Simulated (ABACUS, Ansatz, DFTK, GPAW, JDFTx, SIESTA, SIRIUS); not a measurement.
**One calculation of Si, 7 ways**

```
CELL_PARAMETERS angstrom
2.62054 0.00000 0.00000
-1.31027 2.26946 0.00000
0.00000 0.00000 2.46635
ATOMIC_POSITIONS crystal
Si 0.00000 0.00000 0.00000
```

This isn't the form of Si at room conditions, which is diamond.

Alike in all runs: task single point; functional PBEsol; k mesh 12 × 12 × 11; occupations fermi-dirac, width 0.05 eV; no spin polarisation; no spin-orbit coupling. Pressure is positive in compression and, in plane waves, holds the error of the finite cutoff.

| program and potentials | plane-wave cutoff (eV) | notes | pressure (GPa) |
| --- | --- | --- | --- |
| DFTK, PseudoDojo SR PBEsol 0.4.1 standard (PBEsol) | 653 | - | 0.48 |
| SIRIUS, PseudoDojo 0.4.1 PBEsol standard (scalar relativistic) | 490 | - | 0.45 |
| ABACUS, PseudoDojo NC SR 0.4.1 PBEsol standard, plane waves | 490 | - | 0.45 |
| GPAW, PAW data sets generated for this functional | 600 | - | 1.04 |
| Ansatz, all-electron LAPW, scalar-relativistic | - | - | 0.55 |
| SIESTA, files PseudoDojo sr-pbesol-0.4.1-standard, DZP (energy shift 0.003 Ry) | - | atomic basis | 1.30 |
| JDFTx, PseudoDojo-SR-PBEsol-0.4.1-standard with smoothed tails | 490 | - | 0.45 |

The pressure spans 0.45 (SIRIUS, PseudoDojo 0.4.1 PBEsol standard (scalar relativistic)) to 1.30 GPa (SIESTA, files PseudoDojo sr-pbesol-0.4.1-standard, DZP (energy shift 0.003 Ry)), with all-electron results at 0.55. Rows in atomic bases carry the error of their basis and grid, which can be large.

The functional is the same throughout but for its coding, so the spread measures potentials, basis and numerics; runs on potential files found faulty are left out.
